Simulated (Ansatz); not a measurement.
Ga2O3:
```yaml
crystal:
  lattice:
    - [5.03417, 2.87391, 0.00000]
    - [-5.03417, 2.87391, 0.00000]
    - [-3.17955, 0.00000, 5.03110]
  atoms:
    - { symbol: Ga, position: [0.17435, 0.00564, 0.51407] }
    - { symbol: Ga, position: [0.99436, 0.82565, 0.01407] }
    - { symbol: Ga, position: [0.80701, 0.31855, 0.50470] }
    - { symbol: Ga, position: [0.68145, 0.19299, 0.00470] }
    - { symbol: O, position: [0.30071, 0.96384, 0.88423] }
    - { symbol: O, position: [0.03616, 0.69929, 0.38423] }
    - { symbol: O, position: [0.88058, 0.13177, 0.87129] }
    - { symbol: O, position: [0.86823, 0.11942, 0.37129] }
    - { symbol: O, position: [0.73414, 0.56002, 0.85076] }
    - { symbol: O, position: [0.43998, 0.26586, 0.35076] }
```

Relaxed with PBE. Special points in fractions of this cell's reciprocal vectors: Γ (0.000, 0.000, 0.000); C (0.364, 0.364, 0.000); C2 (-0.364, 0.636, 0.000); Y2 (-0.500, 0.500, 0.000); M2 (-0.500, 0.500, 0.500); D (-0.261, 0.739, 0.500); D2 (0.261, 0.261, 0.500); A (0.000, 0.000, 0.500); L2 (0.000, 0.500, 0.500); V2 (0.000, 0.500, 0.000).

Question: List the band energies nearest the valence-band maximum at these points for DFT-PBE in the program Ansatz with PAW potentials.

Answer: In eV from the valence-band maximum; about four levels below and three above (degenerate sets whole), none deeper than 8.9 eV; points with the same levels are listed once.

```json
[
 {"k": "Γ", "below": "-0.62 -0.50 -0.20 0.00", "above": "2.05 5.99 6.10"},
 {"k": "C", "below": "-0.83 -0.66 -0.41 -0.17", "above": "4.59 5.16 6.80"},
 {"k": "Y2", "below": "-0.86 -0.77 -0.21 -0.06", "above": "4.23 5.72 6.58"},
 {"k": "M2", "below": "-0.51 -0.51 -0.22 -0.22", "above": "4.61 4.61 6.66 6.66"},
 {"k": "D", "below": "-0.68 -0.68 -0.32 -0.32", "above": "5.12 5.12 6.46 6.46"},
 {"k": "A", "below": "-0.89 -0.89 -0.16 -0.16", "above": "4.50 4.50 6.80 6.80"},
 {"k": "L2", "below": "-0.88 -0.49 -0.43 -0.20", "above": "4.86 5.59 5.94"},
 {"k": "V2", "below": "-0.82 -0.58 -0.34 -0.16", "above": "4.05 5.24 6.67"}
]
```

Space group Cc. The start of the workflow was typed in or built on a structure type; neither database checked (COD, Materials Project) lists it. It is not the phase usual at ambient conditions (space group No. 12, 167). The cell was relaxed with PBE under the symmetry of its start; its stability against distortions is not shown here. The volume moved by 16 % from the start of the relaxation. Spin–orbit coupling is left out wherever it is not named.

Potentials: the earlier of the program's two PAW sets.
